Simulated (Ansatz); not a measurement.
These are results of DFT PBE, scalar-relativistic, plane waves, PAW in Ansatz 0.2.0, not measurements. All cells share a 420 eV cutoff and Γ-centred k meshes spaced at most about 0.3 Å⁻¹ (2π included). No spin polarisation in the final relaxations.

Temperature and zero-point effects are left out.

Two forms of Al5GaP6 were relaxed alike.

A.

```yaml
crystal:
  lattice:
    - [3.88616, 0.00000, 0.00000]
    - [-1.94308, 3.36551, 0.00000]
    - [0.00000, 0.00000, 19.15660]
  atoms:
    - { symbol: Al, position: [0.66667, 0.33333, 0.16628] }
    - { symbol: Al, position: [0.66667, 0.33333, 0.49993] }
    - { symbol: Al, position: [0.66667, 0.33333, 0.83319] }
    - { symbol: Al, position: [0.33333, 0.66667, 0.99979] }
    - { symbol: Al, position: [0.33333, 0.66667, 0.66658] }
    - { symbol: Ga, position: [0.33333, 0.66667, 0.33352] }
    - { symbol: P, position: [0.66667, 0.33333, 0.29117] }
    - { symbol: P, position: [0.66667, 0.33333, 0.62485] }
    - { symbol: P, position: [0.66667, 0.33333, 0.95805] }
    - { symbol: P, position: [0.33333, 0.66667, 0.12466] }
    - { symbol: P, position: [0.33333, 0.66667, 0.45852] }
    - { symbol: P, position: [0.33333, 0.66667, 0.79146] }
```

B.

```yaml
crystal:
  lattice:
    - [6.73217, 0.00000, 0.00000]
    - [-3.36608, 5.83023, 0.00000]
    - [0.00000, 0.00000, 6.38588]
  atoms:
    - { symbol: Al, position: [0.33353, 0.33353, 0.99987] }
    - { symbol: Al, position: [0.00000, 0.66647, 0.99987] }
    - { symbol: Al, position: [0.66647, 0.00000, 0.99987] }
    - { symbol: Al, position: [0.66667, 0.33333, 0.50007] }
    - { symbol: Al, position: [0.33333, 0.66667, 0.50007] }
    - { symbol: Ga, position: [0.00000, 0.00000, 0.50125] }
    - { symbol: P, position: [0.33370, 0.33370, 0.37450] }
    - { symbol: P, position: [0.00000, 0.66630, 0.37450] }
    - { symbol: P, position: [0.66630, 0.00000, 0.37450] }
    - { symbol: P, position: [0.66667, 0.33333, 0.87456] }
    - { symbol: P, position: [0.33333, 0.66667, 0.87456] }
    - { symbol: P, position: [0.00000, 0.00000, 0.87636] }
```

**Question.** Which placement of the atoms is lower in energy, and by how much?

**Answer.** They are level within the accuracy (under 1 meV/atom apart). The two share one framework of sites and differ in which element sits where. A has Al and Ga ordered on wurtzite sites, space group P3m1 (No. 156), 20.9 Å³/atom and a gap of 1.71 eV on its mesh; B has Al and Ga ordered on wurtzite sites, space group P31m (No. 157), 20.9 Å³/atom and a gap of 1.74 eV. Counting P atoms around Al and Ga (those within 1.25 times the shortest such distance or 1.15 times the sum of covalent radii, 1.27 where that leaves under three), A and B both have Al 4, Ga 4. In A, Al on its first site has 4 P at 2.38–2.39 Å; Ga has 4 P at 2.39 Å; P on its first site is surrounded by 3 Ga at 2.39 Å and 1 Al at 2.39 Å; 9 more sites not described. In B, Al on a site of symmetry m has 4 P at 2.38–2.39 Å; around Ga lie 4 P at 2.39–2.40 Å; P on a site of symmetry m has 3 Al at 2.38–2.39 Å and 1 Ga at 2.39 Å; 3 more sites not described. Both come from invented guesses.

Kohn–Sham gaps at this level usually fall short of measured ones. With atoms moved at random, P3m1 came back. Other cells relaxed within their symmetry can be saddle points.
